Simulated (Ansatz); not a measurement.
BAs (zinc blende, F-43m), the program Ansatz at the LDA level (PAW). The conduction-band minimum lies on the Γ–X line, 80 % of the way from Γ, with 6 equivalent valleys. Second derivatives d²E/dk² of the lowest band at one valley (eV·Å²), along Cartesian directions:

```
direction  d²E/dk²
---------  -------
[100]        6.832
[010]        35.81
[001]        35.81
[110]        21.32
[101]        21.32
[011]        35.73
```

Question: Find the principal effective masses, the density-of-states mass and the conductivity mass.

Answer: Off-diagonal terms follow from H_xy = H[110] − (H_xx + H_yy)/2, and m*/mₑ = 7.620 eV·Å² over each eigenvalue: 0.21, 0.21, 1.1. One valley's DOS mass (m₁m₂m₃)^(1/3) = 0.37, conductivity mass 3/(Σ 1/mᵢ) = 0.29 mₑ.

Question: What effective density of states Nc follows at 300 K for parabolic valleys?

Answer: Nc = 2.509e19 × 6 × (0.37)^(3/2) ≈ 3.4e19 cm⁻³.

Question: With the computed static dielectric constant 9.77 (mean of the diagonal), estimate a hydrogenic donor's binding energy and radius.

Answer: E = 13.606 eV × 0.29/9.77² ≈ 41 meV; a = 0.529 Å × ε/m* ≈ 18 Å. Semilocal masses tend to be too small when the gap is underestimated.

Question: With ε∞ = 9.66 and ω_LO = 704 cm⁻¹, what Fröhlich coupling constant follows?

Answer: α = (1/ε∞ − 1/ε0) √(m* × 13.606 eV/ħω_LO) = 0.0080.

The LDA relaxation kept the symmetry of its start. Scalar-relativistic: spin–orbit coupling is off unless named, which matters more the heavier the elements.

Potentials: the earlier of the program's two PAW sets. The files were generated under PBE; for other functionals the program regenerates the frozen cores, and for LDA and PBEsol the local potential too.
